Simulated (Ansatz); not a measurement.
HgSe (zinc blende)

```cif
data_Hg4Se4
_chemical_formula_sum 'Se4 Hg4'
_space_group_name_H-M_alt 'F-43m'
_space_group_IT_number 216
_space_group_name_Hall 'F -4 2 3'
_cell_length_a 6.25999
_cell_length_b 6.25999
_cell_length_c 6.25999
_cell_angle_alpha 90.000
_cell_angle_beta 90.000
_cell_angle_gamma 90.000
loop_
_atom_site_label
_atom_site_type_symbol
_atom_site_symmetry_multiplicity
_atom_site_Wyckoff_symbol
_atom_site_fract_x
_atom_site_fract_y
_atom_site_fract_z
_atom_site_occupancy
Se1 Se 4 c 0.25000 0.25000 0.25000 1
Hg1 Hg 4 a 0.00000 0.00000 0.00000 1
```
(The calculation used a cell of 2 atoms; values per cell refer to that cell.)

Two coordinates are scanned: the volume, and the ratio of the stretch along z (the conventional c axis) to the stretch across it. Atoms keep their fractional coordinates.

These are PBE (plane waves to 420 eV, PAW, scalar-relativistic; Ansatz, an electronic-structure program) values and carry that method's errors. k mesh 13×13×13 (Γ-centred), Fermi-Dirac smearing 0.05 eV. E stands for the smeared free energy. Compression counts positive. With partly filled bands, the response to shear is sensitive to the k mesh, so small differences along c/a are uncertain. At this level the bands of HgSe touch or barely overlap. HgSe was relaxed with its symmetry unable to fall. Spin-orbit coupling is left out, though Hg is heavy. The relaxed volume of HgSe is well above the measured one; the method has no dispersion term. The zero of ΔE is the relaxed starting cell.

ΔE (eV/atom), with V/V₀ across and (c/a)/(c/a)₀ down:

```csv
(c/a)/(c/a)₀ \ V/V₀,0.960,0.980,1.000,1.020,1.040
0.880,0.018,0.014,0.014,0.016,0.022
0.940,0.010,0.005,0.003,0.005,0.010
1.000,0.007,0.002,0.000,0.002,0.006
1.060,0.010,0.005,0.003,0.005,0.010
1.120,0.019,0.015,0.014,0.016,0.021
```

P (GPa), with V/V₀ across and (c/a)/(c/a)₀ down:

```tsv
(c/a)/(c/a)₀ \ V/V₀	0.960	0.980	1.000	1.020	1.040
0.880	1.6	0.6	-0.3	-1.1	-1.8
0.940	1.8	0.8	-0.1	-0.9	-1.6
1.000	1.9	0.9	0.0	-0.8	-1.5
1.060	1.9	0.8	-0.1	-0.9	-1.6
1.120	1.7	0.7	-0.2	-1.0	-1.7
```

Derived quantities:

```
Quantity                                                                                          Value
-----------------------------------------------------  ------------------------------------------------
Shear modulus C′ = (C11 − C12)/2 (fit, atoms clamped)                                           7.4 GPa
Lowest place on the grid                                V/V₀ = 1.000, (c/a)/(c/a)₀ = 1.000 (0 meV/atom)
Highest place on the grid                              V/V₀ = 1.040, (c/a)/(c/a)₀ = 0.880 (22 meV/atom)
```

(Under strain, the slope of the energy per volume gives the stress and its curvature an elastic modulus.)
